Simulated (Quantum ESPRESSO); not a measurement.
Si4O6FN, one run as intended and one with a planted mistake

Simulated, not a measurement. The program is pw.x of Quantum ESPRESSO 7.5 (plane-wave density functional theory). The cell is made up: 12 atoms on a rutile lattice, with randomly drawn elements, strain and displacements, not relaxed. PseudoDojo standard norm-conserving files (v0.5 for PBE, v0.4.1 for LDA and PBEsol) set the functional; there is no spin polarisation, spin-orbit coupling or dispersion term, and the masses in the input are unused placeholders.

Intended input:

```
&control calculation='scf', pseudo_dir='./dojo.nc.sr.pbe.v0_5.standard.upf', outdir='./o', disk_io='low', tprnfor=.true., tstress=.true. /
&system ibrav=0, nat=12, ntyp=4, nbnd=38, ecutwfc=84.00895049, nosym=.true., tot_charge=0,
 occupations='smearing', smearing='fd', degauss=0.0018374661
/
&electrons conv_thr=7.350e-09, electron_maxstep=60, /
ATOMIC_SPECIES
F 1.0 F.upf
N 1.0 N.upf
O 1.0 O.upf
Si 1.0 Si.upf
CELL_PARAMETERS angstrom
4.2781 -0.0287 -0.0523
-0.0287 4.3094 0.0354
-0.0666 0.045 5.4682
ATOMIC_POSITIONS angstrom
Si 0.151 0.1018 -0.1124
Si 2.1403 2.0473 1.3093
Si -0.0845 0.0527 2.5281
Si 2.0552 2.1026 4.1543
O 1.3587 1.3222 -0.0723
F 2.9561 3.0862 0.0069
O 3.5214 0.838 1.3405
N 0.8163 3.5073 1.3433
O 1.1582 1.2146 2.711
O 2.9371 2.8304 2.7454
O 3.3895 0.9518 4.1305
O 0.7427 3.5385 4.1692
K_POINTS automatic
5 5 4 1 1 1
```

The log is shortened where brackets say so; the opening notice, blank lines, dates and the lines on written files are dropped, and the path of the files is cut. It prints rydbergs, bohrs and kilobars, and counts compression as positive stress. Where no state is partly filled, the Fermi energy that it prints is only some level between the filled and the empty states on the mesh, and need not lie in the true gap.

Log of the intended run:

```
     Program PWSCF v.7.5
     Parallel version (MPI & OpenMP), running on       4 processor cores
     Number of MPI processes:                 4
     Threads/MPI process:                     1
     [start-up lines left out]
     bravais-lattice index     =            0
     lattice parameter (alat)  =       8.0852  a.u.
     unit-cell volume          =     680.1362 (a.u.)^3
     number of atoms/cell      =           12
     number of atomic types    =            4
     number of electrons       =        64.00
     number of Kohn-Sham states=           38
     kinetic-energy cutoff     =      84.0090  Ry
     charge density cutoff     =     336.0358  Ry
     scf convergence threshold =      7.3E-09
     mixing beta               =       0.7000
     number of iterations used =            8  plain     mixing
     Exchange-correlation= PBE
                           (   1   4   3   4   0   0   0)
     [axes and pseudopotential details left out]
   Cartesian axes
     site n.     atom                  positions (alat units)
         1        Si     tau(   1) = (   0.0352926   0.0237933  -0.0262708  )
         2        Si     tau(   2) = (   0.5002436   0.4785070   0.3060173  )
         3        Si     tau(   3) = (  -0.0197498   0.0123174   0.5908825  )
         4        Si     tau(   4) = (   0.4803535   0.4914321   0.9709675  )
         5        O      tau(   5) = (   0.3175634   0.3090324  -0.0168984  )
         6        F      tau(   6) = (   0.6909171   0.7213249   0.0016127  )
         7        O      tau(   7) = (   0.8230424   0.1958623   0.3133096  )
         8        N      tau(   8) = (   0.1907905   0.8197469   0.3139640  )
         9        O      tau(   9) = (   0.2707013   0.2838835   0.6336309  )
        10        O      tau(  10) = (   0.6864763   0.6615378   0.6416711  )
        11        O      tau(  11) = (   0.7922139   0.2224603   0.9654048  )
        12        O      tau(  12) = (   0.1735882   0.8270391   0.9744500  )
     number of k points=    50  Fermi-Dirac smearing, width (Ry)=  0.0018
                       cart. coord. in units 2pi/alat
        k(    1) = (   0.1018758   0.0991549   0.0982293), wk =   0.0400000
        k(    2) = (   0.1042569   0.0975636   0.2938804), wk =   0.0400000
     [further k points left out]
     Dense  grid:    70765 G-vectors     FFT dimensions: (  48,  48,  64)
     Estimated max dynamical RAM per process >     167.66 MB
     Estimated total dynamical RAM >     618.81 MB
     Initial potential from superposition of free atoms
     starting charge      63.9975, renormalised to      64.0000
     Starting wfcs are   48 randomized atomic wfcs
     total cpu time spent up to now is        7.7 secs
     per-process dynamical memory:   134.9 Mb
     Self-consistent Calculation
     iteration #  1     ecut=    84.01 Ry     beta= 0.70
     Davidson diagonalization with overlap
     ethr =  1.00E-02,  avg # of iterations =  2.9
     total cpu time spent up to now is       22.1 secs
     total energy              =    -301.85570811 Ry
     estimated scf accuracy    <       2.73341282 Ry
     iteration #  2     ecut=    84.01 Ry     beta= 0.70
     Davidson diagonalization with overlap
     ethr =  4.27E-03,  avg # of iterations =  3.0
     total cpu time spent up to now is       36.3 secs
     total energy              =    -302.56886610 Ry
     estimated scf accuracy    <       2.03329832 Ry
     [iterations 3 to 9 left out]
     iteration # 10     ecut=    84.01 Ry     beta= 0.70
     Davidson diagonalization with overlap
     ethr =  2.46E-09,  avg # of iterations =  2.0
     total cpu time spent up to now is      134.1 secs
     total energy              =    -302.99145761 Ry
     estimated scf accuracy    <       0.00000023 Ry
     iteration # 11     ecut=    84.01 Ry     beta= 0.70
     Davidson diagonalization with overlap
     ethr =  3.56E-10,  avg # of iterations =  2.1
     total cpu time spent up to now is      146.2 secs
     End of self-consistent calculation
     [lines on levels left out]
     the Fermi energy is    12.5603 ev
!    total energy              =    -302.99145766 Ry
     estimated scf accuracy    <          7.1E-09 Ry
     smearing contrib. (-TS)   =       0.00000000 Ry
     internal energy E=F+TS    =    -302.99145766 Ry
     The total energy is F=E-TS. E is the sum of the following terms:
     one-electron contribution =     -42.03424316 Ry
     hartree contribution      =      68.54282047 Ry
     xc contribution           =     -81.36371587 Ry
     ewald contribution        =    -248.13631911 Ry
     convergence has been achieved in  11 iterations
     Forces acting on atoms (cartesian axes, Ry/au):
     atom    1 type  4   force =     0.06036734   -0.06734442    0.09560266
     atom    2 type  4   force =    -0.12562969    0.07577396    0.21450172
     atom    3 type  4   force =     0.15795478   -0.19588197    0.17478478
     atom    4 type  4   force =    -0.02757004    0.04431828   -0.26291247
     atom    5 type  3   force =     0.03652987    0.03106104    0.04918882
     atom    6 type  1   force =    -0.03531290   -0.06573523   -0.03339879
     atom    7 type  3   force =    -0.19838089    0.14712918   -0.19556764
     atom    8 type  2   force =     0.01048599   -0.04600714   -0.06761738
     atom    9 type  3   force =     0.12510232    0.10891025    0.04661685
     atom   10 type  3   force =    -0.02000131    0.05246274    0.01252599
     atom   11 type  3   force =     0.00777668   -0.05356704    0.01814997
     atom   12 type  3   force =     0.00867785   -0.03111965   -0.05187451
     Total force =     0.638756     Total SCF correction =     0.000237
     Computing stress (Cartesian axis) and pressure
          total   stress  (Ry/bohr**3)                   (kbar)     P=       40.15
   0.00010944   0.00093840   0.00026973           16.10      138.04       39.68
   0.00093840   0.00009086  -0.00035646          138.04       13.37      -52.44
   0.00026973  -0.00035646   0.00061845           39.68      -52.44       90.98
     init_run     :      5.20s CPU      5.35s WALL (       1 calls)
     electrons    :    137.98s CPU    138.55s WALL (       1 calls)
     forces       :      2.57s CPU      2.60s WALL (       1 calls)
     stress       :      6.50s CPU      6.50s WALL (       1 calls)
     [timing details left out]
     PWSCF        :   2m34.60s CPU   2m35.43s WALL
     JOB DONE.
```

A second run has one planted mistake: the self-consistency threshold is too loose. The input lines that differ, file-writing options aside:

```
- &electrons conv_thr=7.350e-09, electron_maxstep=60, /
+ &electrons conv_thr=4.410e-02, electron_maxstep=60, /
```

Its log:

```
     Program PWSCF v.7.5
     Parallel version (MPI & OpenMP), running on       4 processor cores
     Number of MPI processes:                 4
     Threads/MPI process:                     1
     [start-up lines left out]
     bravais-lattice index     =            0
     lattice parameter (alat)  =       8.0852  a.u.
     unit-cell volume          =     680.1362 (a.u.)^3
     number of atoms/cell      =           12
     number of atomic types    =            4
     number of electrons       =        64.00
     number of Kohn-Sham states=           38
     kinetic-energy cutoff     =      84.0090  Ry
     charge density cutoff     =     336.0358  Ry
     scf convergence threshold =      4.4E-02
     mixing beta               =       0.7000
     number of iterations used =            8  plain     mixing
     Exchange-correlation= PBE
                           (   1   4   3   4   0   0   0)
     [axes and pseudopotential details left out]
   Cartesian axes
     site n.     atom                  positions (alat units)
         1        Si     tau(   1) = (   0.0352926   0.0237933  -0.0262708  )
         2        Si     tau(   2) = (   0.5002436   0.4785070   0.3060173  )
         3        Si     tau(   3) = (  -0.0197498   0.0123174   0.5908825  )
         4        Si     tau(   4) = (   0.4803535   0.4914321   0.9709675  )
         5        O      tau(   5) = (   0.3175634   0.3090324  -0.0168984  )
         6        F      tau(   6) = (   0.6909171   0.7213249   0.0016127  )
         7        O      tau(   7) = (   0.8230424   0.1958623   0.3133096  )
         8        N      tau(   8) = (   0.1907905   0.8197469   0.3139640  )
         9        O      tau(   9) = (   0.2707013   0.2838835   0.6336309  )
        10        O      tau(  10) = (   0.6864763   0.6615378   0.6416711  )
        11        O      tau(  11) = (   0.7922139   0.2224603   0.9654048  )
        12        O      tau(  12) = (   0.1735882   0.8270391   0.9744500  )
     number of k points=    50  Fermi-Dirac smearing, width (Ry)=  0.0018
                       cart. coord. in units 2pi/alat
        k(    1) = (   0.1018758   0.0991549   0.0982293), wk =   0.0400000
        k(    2) = (   0.1042569   0.0975636   0.2938804), wk =   0.0400000
     [further k points left out]
     Dense  grid:    70765 G-vectors     FFT dimensions: (  48,  48,  64)
     Estimated max dynamical RAM per process >     167.66 MB
     Estimated total dynamical RAM >     618.81 MB
     Initial potential from superposition of free atoms
     starting charge      63.9975, renormalised to      64.0000
     Starting wfcs are   48 randomized atomic wfcs
     total cpu time spent up to now is        7.7 secs
     per-process dynamical memory:   130.0 Mb
     Self-consistent Calculation
     iteration #  1     ecut=    84.01 Ry     beta= 0.70
     Davidson diagonalization with overlap
     ethr =  1.00E-02,  avg # of iterations =  2.9
     total cpu time spent up to now is       22.2 secs
     total energy              =    -301.85570811 Ry
     estimated scf accuracy    <       2.73341282 Ry
     iteration #  2     ecut=    84.01 Ry     beta= 0.70
     Davidson diagonalization with overlap
     ethr =  4.27E-03,  avg # of iterations =  3.0
     total cpu time spent up to now is       36.1 secs
     total energy              =    -302.56886610 Ry
     estimated scf accuracy    <       2.03329832 Ry
     iteration #  3     ecut=    84.01 Ry     beta= 0.70
     Davidson diagonalization with overlap
     ethr =  3.18E-03,  avg # of iterations =  2.3
     total cpu time spent up to now is       47.9 secs
     total energy              =    -302.96599061 Ry
     estimated scf accuracy    <       0.09898172 Ry
     iteration #  4     ecut=    84.01 Ry     beta= 0.70
     Davidson diagonalization with overlap
     ethr =  1.55E-04,  avg # of iterations =  4.8
     total cpu time spent up to now is       63.4 secs
     End of self-consistent calculation
     [lines on levels left out]
     the Fermi energy is    12.5590 ev
!    total energy              =    -302.98997717 Ry
     estimated scf accuracy    <       0.00593209 Ry
     smearing contrib. (-TS)   =       0.00000000 Ry
     internal energy E=F+TS    =    -302.98997717 Ry
     The total energy is F=E-TS. E is the sum of the following terms:
     one-electron contribution =     -42.08965980 Ry
     hartree contribution      =      68.62646327 Ry
     xc contribution           =     -81.39046152 Ry
     ewald contribution        =    -248.13631911 Ry
     convergence has been achieved in   4 iterations
     Forces acting on atoms (cartesian axes, Ry/au):
     atom    1 type  4   force =     0.05608044   -0.06734457    0.09404276
     atom    2 type  4   force =    -0.12217316    0.07589272    0.21182857
     atom    3 type  4   force =     0.15672362   -0.19439745    0.17015635
     atom    4 type  4   force =    -0.02370777    0.04434920   -0.26245798
     atom    5 type  3   force =     0.03490045    0.03040322    0.04765526
     atom    6 type  1   force =    -0.03496081   -0.06455020   -0.03178528
     atom    7 type  3   force =    -0.19421084    0.14163726   -0.19298273
     atom    8 type  2   force =     0.00764577   -0.04167188   -0.05861223
     atom    9 type  3   force =     0.12326911    0.10719075    0.04291737
     atom   10 type  3   force =    -0.02108630    0.05120767    0.01148168
     atom   11 type  3   force =     0.00915606   -0.05326313    0.01708651
     atom   12 type  3   force =     0.00836341   -0.02945357   -0.04933027
     Total force =     0.627833     Total SCF correction =     0.048081
     Computing stress (Cartesian axis) and pressure
          total   stress  (Ry/bohr**3)                   (kbar)     P=       39.23
   0.00009170   0.00100444   0.00027682           13.49      147.76       40.72
   0.00100444   0.00006837  -0.00035280          147.76       10.06      -51.90
   0.00027682  -0.00035280   0.00063988           40.72      -51.90       94.13
     init_run     :      7.25s CPU      7.51s WALL (       1 calls)
     electrons    :     55.18s CPU     55.69s WALL (       1 calls)
     forces       :      2.80s CPU      2.82s WALL (       1 calls)
     stress       :      8.95s CPU      8.98s WALL (       1 calls)
     [timing details left out]
     PWSCF        :   1m14.42s CPU   1m15.35s WALL
     JOB DONE.
```

|  | intended run | run with the mistake |
| --- | --- | --- |
| free energy (eV) | -4122.409 | -4122.389 |
| smearing term -TS (eV) | 0.0000 | 0.0000 |
| pressure (GPa) | 4.01 | 3.92 |
| largest force component (eV/Å) | 6.760 | 6.748 |
| largest change of a force component (eV/Å) |  | 0.232 |
| iterations | 11 | 4 |

For scale, a rerun of the intended cell at a cutoff of 1437 eV and k mesh 7 x 7 x 6 moved values by no more than 0.003 eV in energy, 0.04 GPa in stress and 0.002 eV/Å in force.